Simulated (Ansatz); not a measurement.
Sb:
```
CELL_PARAMETERS angstrom
      0.00000     2.38704     2.38704
      2.38704     0.00000     2.38704
      2.38704     2.38704     0.00000
ATOMIC_POSITIONS crystal
  Sb 0.00000 0.00000 0.00000
```

Relaxed with r²SCAN. Special points in fractions of this cell's reciprocal vectors: Γ (0.000, 0.000, 0.000); X (0.500, 0.000, 0.500); U (0.625, 0.250, 0.625); K (0.375, 0.375, 0.750); L (0.500, 0.500, 0.500); W (0.500, 0.250, 0.750).

Task: List the band energies nearest the Fermi level at these points for the program Ansatz at the r²SCAN with spin–orbit coupling level (PAW).

Result: In eV from the Fermi level; about four levels below and three above (degenerate sets whole), none deeper than 8.9 eV; … stands for higher levels left out; points with the same levels are listed once.

| k | below | above |
|---|---|---|
| Γ | – | 4.79 4.79 6.02 6.02 6.02 6.02 |
| X | -7.68 -7.68 -5.15 -5.15 | 0.17 0.17 0.68 0.68 |
| U | -4.23 -4.23 -3.03 -3.03 | 1.29 1.29 5.61 5.61 |
| L | -6.02 -6.02 | 3.46 3.46 4.17 4.17 |
| W | -3.10 -3.10 -1.41 -1.41 | 10.09 10.09 … |

Space group Fm-3m (fcc (Cu type)). The cell is a constructed one: a structure type filled with these elements; the Crystallography Open Database files this formula in space group No. 225, but the cells were not matched. It is not the phase usual at ambient conditions (space group No. 166). Symmetry was held in the r²SCAN relaxation. At this level the phase is mechanically unstable.

Potentials: the later of the program's two PAW sets.
